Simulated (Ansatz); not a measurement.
Trial structure of Rb₂Re, not yet relaxed:

```
Rb Re
1.0
     4.99212    0.00000    0.00000
     0.00000    4.99212    0.00000
     0.00000    0.00000    4.12862
Rb Re
2 1
Direct
  0.50000 0.00000 0.77577
  0.00000 0.50000 0.77577
  0.00000 0.00000 0.34627
```

Theory: DFT PBE, scalar-relativistic, plane waves, PAW in Ansatz. Plane waves to 420 eV, a k mesh through Γ of 4×4×4 on the computed 3-atom cell and Gaussian smearing (0.10 eV); no spin polarisation.

Energies over the elements count from the elements' standard structures at the same level, with no fitted energy shifts.

Problem. What does a single point on this coarse mesh give?

Solution. The pressure is 4.1 GPa (the mean over three directions, positive in compression), the largest force is 0.96 eV/Å, and the energy is +2.62 eV/atom against the elements. The shortest distance is 3.06 Å.

Problem. How much does it gain on relaxing, and where does it end?

Solution. Relaxing gains about 0.79 eV/atom (the start's value is from the coarse mesh, so the gain is rough) in 22 ionic steps and ends at +1.83 eV/atom on the finer mesh. The symmetry goes from P4mm (No. 99) to P4/mmm (No. 123). The volume per atom grows by 23.1 %, from 34.3 to 42.2 Å³. The shortest distance goes from 3.06 Å (Rb–Re) to 2.92 Å (Rb–Rb and Re–Re). Conventional cell: a = 6.592 Å, c = 2.916 Å. Around Rb lie 2 Rb at 2.92 Å, 4 Re at 3.60 Å and 4 Rb at 4.66 Å; around Re lie 2 Re at 2.92 Å and 8 Rb at 3.60 Å.

The last run used collinear spin, an 8×8×16 mesh (in the run's order of axes) for its 3-atom cell and Gaussian smearing of 0.10 eV. Spin–orbit coupling, which can matter for Re, is left out. Another magnetic order may lie lower. The relaxation can't lower the symmetry of the start. Symmetry constrained the relaxation, so the result can be a saddle point.
